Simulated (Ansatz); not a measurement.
## InAg$_{3}$: pressure against volume

InAg$_{3}$, Pm-3m, a = 4.138 Å. The structure is a COD entry; whether it is the stable form wasn't checked. Ansatz: PBEsol, PAW, 420 eV, Γ-centred 10×10×10 mesh on 4 atoms, Gaussian smearing 0.10 eV; no spin polarisation. Symmetry fixes shape and atoms, so the cell is only scaled; pressure is positive in compression.

```
V (Å³/atom) P (GPa)
     15.590        ?
     16.121    13.01
     16.653     7.79
     17.184     3.49
     17.716    -0.01
     18.247    -2.82
     18.779    -5.08
     19.488    -7.44
```

**Question.** Take V0 = 17.716 Å³/atom, count pressures from its P0 = -0.01 GPa, fit the third-order Birch–Murnaghan form to the other rows, and predict the missing pressure.

**Answer.** With the Eulerian strain f = ½[(V0/V)^(2/3) − 1] and y = (P − P0)/[3f(1 + 2f)^(5/2)], the form is the line y = B0 + 1.5 B0 (B0′ − 4) f. Rows (f, y): 0.03246, 114.2; 0.02106, 111.4; 0.01027, 108.0; -0.00975, 100.9; -0.01905, 97.8; -0.03079, 94.3. Means f = 0.0007000, y = 104.43; Σ(Δf)² = 0.003006, ΣΔfΔy = 0.9732; the slope is their ratio. y = 104.2 + 323.8 f GPa, so B0 = 104.2 GPa and B0′ = 4 + 2 × (323.8)/(3 × 104.2) = 6.07. At V = 15.590, f = 0.04448, y = 118.60 and P = 19.57 GPa. The run gave 19.39 GPa, so the fit is 0.18 GPa too high, a small miss on the scale of the series.